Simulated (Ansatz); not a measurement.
**Equation of state of SnCl₂ and its gap**

A database entry relaxed whole under r2SCAN (Pnma):

```yaml
crystal:
  lattice:
    - [8.05203, 0.00000, 0.00000]
    - [0.00000, 4.29405, 0.00000]
    - [0.00000, 0.00000, 9.66156]
  atoms:
    - { symbol: Sn, position: [0.22754, 0.25000, 0.93956] }
    - { symbol: Sn, position: [0.77246, 0.75000, 0.06044] }
    - { symbol: Sn, position: [0.72754, 0.25000, 0.56044] }
    - { symbol: Sn, position: [0.27246, 0.75000, 0.43956] }
    - { symbol: Cl, position: [0.02033, 0.25000, 0.14631] }
    - { symbol: Cl, position: [0.97967, 0.75000, 0.85369] }
    - { symbol: Cl, position: [0.52033, 0.25000, 0.35369] }
    - { symbol: Cl, position: [0.47967, 0.75000, 0.64631] }
    - { symbol: Cl, position: [0.64507, 0.25000, 0.91969] }
    - { symbol: Cl, position: [0.35493, 0.75000, 0.08031] }
    - { symbol: Cl, position: [0.14507, 0.25000, 0.58031] }
    - { symbol: Cl, position: [0.85493, 0.75000, 0.41969] }
```

The cell was scaled uniformly, its shape held, and the atoms relaxed at each volume with plane-wave PAW DFT (Ansatz 0.2.0; r2SCAN, 500 eV, 4×8×4 Γ-centred mesh, fermi-dirac occupations of width 0.020 eV; no spin, no spin-orbit coupling). One row is withheld.

| volume (Å³/atom) | energy over the lowest (meV/atom) | pressure (GPa) | gap over mesh and path (eV) |
| --- | --- | --- | --- |
| 26.168 | 5.9 | 1.23 | 3.48 |
| 26.725 | 2.5 | 0.77 | 3.46 |
| 27.281 | 0.6 | 0.35 | 3.44 |
| 27.838 | 0.0 | 0.01 | 3.41 |
| 28.395 | 0.6 | -0.33 | 3.39 |
| 28.952 | ? | ? | ? |
| 29.508 | 4.5 | -0.79 | 3.34 |

Question: Fit the pressures of the other rows to the third-order Birch-Murnaghan form.

Answer: With f = [(V₀/V)^(2/3) − 1]/2 and P = 3B₀f(1 + 2f)^(5/2)[1 + 3(B₀′ − 4)f/2], least squares gives V₀ = 27.83 Å³ an atom, B₀ = 16.4 GPa and B₀′ = 6.6; the rows miss the fit by 0.02 GPa. The slope of the energies differs from these pressures by less than 0.05 GPa.

Question: How does the gap move with volume?

Answer: A parabola in ln(V/V₀) through the other rows has the slope dE_g/d ln V = -1.2 eV at V₀, so by B₀ the gap moves by +73 meV a GPa at this fixed shape: it widens under pressure.

Question: What does the withheld row hold?

Answer: The fit gives -0.57 GPa at 28.952 Å³; the run gave -0.56 GPa and 2.1 meV an atom. Its gap is 3.36 eV, against 3.36 eV from the parabola.

Caveats: the shape of the cell was held, so B₀ is an upper bound where the axes differ in stiffness; 0 K, fixed nuclei; the symmetry was kept, and this need not be the phase that is stable at 0 K; one mesh for all volumes; the slope of the gap can be off by tens of per cent, more where shallow d levels or spin-orbit coupling act on the edges; no spin-orbit coupling, which narrows gaps of heavier elements; no dispersion correction, so weakly bound layers stand too far apart; pressure is positive in compression.
